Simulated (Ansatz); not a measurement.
TePt:
```xyz
4
Lattice="1.9911 -5.3950 0.0000 1.9911 5.3950 0.0000 0.0000 0.0000 3.8890" Properties=species:S:1:pos:R:3 pbc="T T T"
Te     1.9911    -1.5436     0.9723
Pt     1.9911    -4.2084     0.9723
Te     1.9911     1.5436     2.9168
Pt     1.9911     4.2084     2.9168
```

Relaxed with r²SCAN. Special points in fractions of this cell's reciprocal vectors: Γ (0.000, 0.000, 0.000); Y (-0.500, 0.500, 0.000); C0 (-0.284, 0.716, 0.000); Σ0 (0.284, 0.284, 0.000); Z (0.000, 0.000, 0.500); A0 (0.284, 0.284, 0.500); E0 (-0.284, 0.716, 0.500); T (-0.500, 0.500, 0.500); S (0.000, 0.500, 0.000); R (0.000, 0.500, 0.500).

Q: List the band energies nearest the Fermi level at these points for r²SCAN in the plane-wave PAW code Ansatz.

A: In eV from the Fermi level; about four levels below and three above (degenerate sets whole), none deeper than 8.9 eV; points with the same levels are listed once.

```tsv
k	below	above
Γ	-1.38 -1.23 -0.43 -0.27	1.27 2.61 6.48
Y	-0.65 -0.49 -0.25 -0.19	2.18 4.71 4.89
C0	-2.83 -2.62 -2.54 -2.33	0.00 2.25 2.30
Z	-2.75 -2.75 -2.62 -2.62	0.05 0.05 2.59 2.59
A0	-1.87 -1.87 -0.52 -0.52	2.38 2.38 7.16 7.16
T	-2.94 -2.94 -1.99 -1.99	2.13 2.13 2.19 2.19
S	-2.64 -2.57 -2.28 -0.57	1.10 2.33 2.35
R	-2.14 -2.14 -0.89 -0.89	2.20 2.20 6.74 6.74
```

Space group Cmcm. The start of the workflow was typed in or built on a structure type; neither database checked (COD, Materials Project) lists it. COD files the formula under space group No. 166, 194, so this cell is another polymorph or a model. Whether it is the stable phase at ambient conditions was not checked. Symmetry was held in the r²SCAN relaxation; whether a distortion lowers the energy is not shown. The run is not spin-polarised. Spin–orbit coupling is left out wherever it is not named.

Potentials: the earlier of the program's two PAW sets.
